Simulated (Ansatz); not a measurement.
The slice is one period of a {100} plane through atoms; its size isn't given.

These are PBE (plane waves to 420 eV, PAW, scalar-relativistic; Ansatz, an electronic-structure program) values and carry that method's errors. These are valence fields of a PAW run, semicore shells included where kept as valence: close to a nucleus they are smooth pseudo fields.

```
|9998865432110000011234568899|
|9998765432110000011234567899|
|9887765432110000011234567788|
|8877654322111111111223456778|
|7666543322222222222223345666|
|5555433222233333332222334555|
|4444332223344555443322233444|
|3333222234556666655432222333|
|2222222345667777766543222222|
|1111122356778888877653221111|
|1111123456788999887654321111|
|0000123467889999988764321000|
|0000123567899999998765321000|
|0000123567899999998765321000|
|0000123567899999998765321000|
|0000123467889999988764321000|
|1111123456788999887654321111|
|1111122356778888877653221111|
|2222222345667777766543222222|
|3333222234556666655432222333|
|4444332223344555443322233444|
|5555433222233333332222334555|
|7666543322222222222223345666|
|8877654322111111111223456778|
|9887765432110000011234567788|
|9998765432110000011234567899|
|9998865432110000011234568899|
|9999875432110000011234578999|
```
Scale: ten equal steps from -1.19 (start of '0') to 0.88 (end of '9'), in the order '0123456789'. Values: log₁₀ of the valence density in e/Å³. The map has 28 points along u (one character each, u = 0 at the left) and 28 along v (v = 0 in the bottom row). The scale is logarithmic, as a density can span decades between atoms and voids.

```
|xxxx999875310000013578999xxx|
|xxxx999864200000002468999xxx|
|xxx99987531000000013578999xx|
|x999997531000000000135799999|
|9999986310000111000013689999|
|9998763100013444310001367899|
|8887531001356777653100135788|
|7765310013689999986310013567|
|6543100136899999998631001345|
|43210003689999x9999863000123|
|110000158999xxxxx99985100001|
|00000036899xxxxxxx9986300000|
|00000147999xxxxxxx9997410000|
|0000014799xxxxxxxxx997410000|
|00000147999xxxxxxx9997410000|
|00000036899xxxxxxx9986300000|
|110000158999xxxxx99985100001|
|43210003689999x9999863000123|
|6543100136899999998631001345|
|7765310013689999986310013567|
|8887531001356777653100135788|
|9998763100013444310001367899|
|9999986310000111000013689999|
|x999997531000000000135799999|
|xxx99987531000000013578999xx|
|xxxx999864200000002468999xxx|
|xxxx999875310000013578999xxx|
|xxxxx9987641000001467899xxxx|
```
Scale: ten equal steps from 0.03 (start of '0') to 0.86 (end of '9'), in the order '0123456789'. Values: electron localisation function (ELF). The map has 28 points along u (one character each, u = 0 at the left) and 28 along v (v = 0 in the bottom row). Points within 0.5 Å of a nucleus are blanked (x), as the pseudised field means little there.

Which relaxed crystal do these maps come from?
A) SrO (rock salt)
B) CaO (rock salt)
C) MgO (rock salt)

B, CaO (rock salt). Atoms on the slice: O at (0.00, 0.00); Ca at (0.50, 0.50)

All were relaxed with their symmetry unable to fall.
